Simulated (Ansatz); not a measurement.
CuNi3N:
```
CuNi3N
1.0
    3.70091     0.00000     0.00000
    0.00000     3.70091     0.00000
    0.00000     0.00000     3.70091
Cu Ni N
1 3 1
Direct
  0.00000   0.00000   0.00000
  0.00000   0.50000   0.50000
  0.50000   0.00000   0.50000
  0.50000   0.50000   0.00000
  0.50000   0.50000   0.50000
```
The run is spin-polarised, in the one order tried: ferromagnetic.

This is the r²SCAN-relaxed structure.

**Question.** All from r²SCAN in the plane-wave PAW code Ansatz, unless another level is named. Give the Bader charges.

**Answer.** Cu +0.02, Ni +0.40, N -1.24 e.

**Question.** Give the net moment.

**Answer.** 0.21 μB per atom.

Space group Pm-3m (anti-perovskite). The first step of the workflow began from a Materials Project structure, measured or hypothetical; the Crystallography Open Database copy checked does not list it. Its standing as an ambient phase is unchecked. Symmetry was held in the r²SCAN relaxation; whether a distortion lowers the energy is not shown. The final state is ferromagnetic, the only order run, not a proven ground state. Other orbital occupations within this spin state were not tried. No Hubbard U is applied. For itinerant 3d metals, meta-GGAs of the SCAN family and hybrids are commonly reported to give too large moments.

Potentials: the later of the program's two PAW sets.
